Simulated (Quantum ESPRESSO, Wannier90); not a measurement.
# Tight-binding from DFT: RbHgF3 (cubic perovskite)

```
begin unit_cell_cart
ang
    4.5492200000    0.0000000000    0.0000000000
    0.0000000000    4.5492200000    0.0000000000
    0.0000000000    0.0000000000    4.5492200000
end unit_cell_cart
begin atoms_frac
Rb   0.0000000000  0.0000000000  0.0000000000
Hg   0.5000000000  0.5000000000  0.5000000000
F    0.5000000000  0.0000000000  0.5000000000
F    0.0000000000  0.5000000000  0.5000000000
F    0.5000000000  0.5000000000  0.0000000000
end atoms_frac
```

Materials Project entry mp-7482; symmetrised, unrelaxed at this level. COD (Crystallography Open Database) records the formula in this space group. Ideal cubic forms of this type are often high-temperature phases that distort on cooling; symmetry holds the cell here, and its stability was not tested. Computed values, not measurements, from PBEsol: Quantum ESPRESSO (norm-conserving PseudoDojo potentials, cutoff 68 Ry, no spin polarisation, no spin-orbit coupling) on a Γ-centred 6×6×6 mesh, then Wannier90. Density: 8×8×8 mesh, Gaussian smearing 0.01 Ry. Spin-orbit coupling is left out although heavy elements are present.

A tight-binding model is made by disentanglement and projection with no localisation steps (num_iter = 0), so the 22 orbitals stay atom-like: hydrogen-like Rb: s; Hg: s;p;d; F: s;p, axes along x, y, z; frozen window up to 1.95 eV relative to the valence-band maximum. It follows pw.x to 0.7 meV rms for states up to 1.5 eV relative to the valence-band maximum. Matrix elements depend on this choice of orbitals and windows. Bands 9–11 (Rb 4p 98 %) lie between the kept ones and are excluded.

**Question.** What are the on-site energies relative to the valence-band maximum, and how fast do the hoppings decay?

**Answer.** 
```
atom     orbitals  energy (eV)
----  -----------  -----------
Rb1             s         7.87
Hg2             s         2.61
Hg2      pz px py         9.86
Hg2    dz2 dx2-y2        -4.18
Hg2   dxz dyz dxy        -4.37
F3              s       -20.79
F3          pz px        -2.55
F3             py        -3.44
F4              s       -20.79
F4          pz py        -2.55
F4             px        -3.44
F5              s       -20.79
F5             pz        -3.44
F5          px py        -2.55
```

```csv
distance of the centres (Å),largest modulus (eV)
2–3,1.2
3–4,1.2
4–5,0.47
5–6,0.17
6–7,0.11
7–8,0.040
8–9,0.0074
9–10,0.028
10–11,0.0066
11–12,0.0055
12–13,0.0041
```
